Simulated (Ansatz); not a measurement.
Structure: an ordered 8-atom cell of InGa3P4 on the zincblende lattice (Cm), at its r2SCAN minimum. Space group Cm (No. 8), monoclinic; conventional cell a = 13.050 Å, b = 3.930 Å, c = 6.826 Å, β = 99.9°, 21.55 Å³ an atom. Ga has 4 P at 2.36–2.40 Å; Ga has 4 P at 2.35–2.40 Å; Ga has 4 P at 2.33–2.38 Å; In has 4 P at 2.50–2.54 Å; P has 3 Ga at 2.39 Å and 1 In at 2.54 Å; P has 4 Ga at 2.38–2.40 Å; P has 3 Ga at 2.36–2.37 Å and 1 In at 2.52 Å; P has 2 Ga at 2.33–2.35 Å and 2 In at 2.50 Å.

4 runs of Ansatz 0.2.0 on this cell differ in the functional (and in the settings that go with it). Levels are in eV from each run's valence top; v1 is the last filled band, c1 the first empty one.

Run A, mean stress +2.2 GPa (compression positive):
```tsv
point	v2	v1	c1	c2
Γ	-0.07	0.00	1.16	1.60
C	-1.96	-1.38	2.36	2.53
Y₂	-0.55	-0.39	1.43	1.62
M₂	-0.91	-0.48	2.10	2.23
D	-1.48	-1.34	1.76	1.87
A	-1.09	-0.80	2.35	2.53
```

Run B, mean stress +0.4 GPa (compression positive):
```tsv
point	v2	v1	c1	c2
Γ	-0.06	0.00	2.04	2.45
C	-2.12	-1.48	3.10	3.29
Y₂	-0.58	-0.43	2.19	2.33
M₂	-0.98	-0.52	2.85	2.99
D	-1.59	-1.44	2.46	2.56
A	-1.12	-0.87	3.14	3.35
```

Run C, mean stress 0.0 GPa (compression positive):
```tsv
point	v2	v1	c1	c2
Γ	-0.07	0.00	1.58	2.01
C	-2.05	-1.44	2.64	2.82
Y₂	-0.57	-0.41	1.76	1.90
M₂	-0.95	-0.49	2.37	2.51
D	-1.54	-1.40	2.02	2.12
A	-1.11	-0.83	2.65	2.84
```

Run D, mean stress +0.1 GPa (compression positive):
```tsv
point	v2	v1	c1	c2
Γ	-0.06	0.00	2.70	3.13
C	-2.15	-1.49	3.78	3.97
Y₂	-0.59	-0.44	2.86	3.00
M₂	-0.99	-0.53	3.54	3.67
D	-1.61	-1.46	3.13	3.23
A	-1.13	-0.89	3.83	4.04
```

Problem. Match the runs to PBE, r2SCAN, HSE06, PBE0.

Solution. A is PBE, B is HSE06, C is r2SCAN, D is PBE0. In order of the gap: PBE 1.16, r2SCAN 1.58, HSE06 2.04, PBE0 2.70 eV.

No spin polarisation. The prototype was imposed, so other structures may be more stable.

Spin-orbit coupling is left out, which matters wherever the heavy atoms make up the band edges.

The stress of a hybrid is loosely converged in these runs.

The meshes of the hybrids are coarse, so their gaps aren't converged to the digits shown.
